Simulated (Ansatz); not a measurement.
TePb2S:
```
CELL_PARAMETERS angstrom
      4.44734     0.00000     0.00000
      0.00000     4.44734     0.00000
      0.00000     0.00000     6.29037
ATOMIC_POSITIONS crystal
  Te 0.50000 0.50000 0.00000
  Pb 0.00000 0.00000 0.00000
  Pb 0.50000 0.50000 0.50000
  S  0.00000 0.00000 0.50000
```

Relaxed with r²SCAN. Special points in fractions of this cell's reciprocal vectors: Γ (0.000, 0.000, 0.000); X (0.000, 0.500, 0.000); M (0.500, 0.500, 0.000); Z (0.000, 0.000, 0.500); R (0.000, 0.500, 0.500); A (0.500, 0.500, 0.500).

Question: List the band energies nearest the valence-band maximum at these points for r²SCAN in the plane-wave PAW code Ansatz.

Answer: In eV from the valence-band maximum; about four levels below and three above (degenerate sets whole), none deeper than 8.9 eV; points with the same levels are listed once.

```csv
k,below,above
Γ,-3.16 -3.16 -1.83 -1.83 -1.83,3.77 4.33 4.47 4.47
X,-1.68 -1.40 -1.06 -0.59,1.67 1.72 1.74
M,-3.37 -3.07 -3.07 -2.92,3.84 3.84 4.79
Z,-2.41 -2.41 -1.75 -1.51,2.34 2.86 4.26
R,-1.40 -1.23 -0.19 0.00,0.32 1.17 1.39
A,-3.72 -3.72 -1.12 -0.45,1.96 2.05 4.14 4.14
```

Space group P4/mmm. The workflow started from a Materials Project entry (that database holds measured and hypothetical structures alike); the Crystallography Open Database copy checked does not list it. With Te and S taken as one species the cell has the higher symmetry Fm-3m, so it may be an ordered model of a mixed-site phase. Its standing as an ambient phase is unchecked. The cell was relaxed with r²SCAN under the symmetry of its start. At this level the phase is dynamically unstable (imaginary phonons). Scalar-relativistic: spin–orbit coupling is off unless named, which matters more the heavier the elements.

Potentials: the later of the program's two PAW sets.
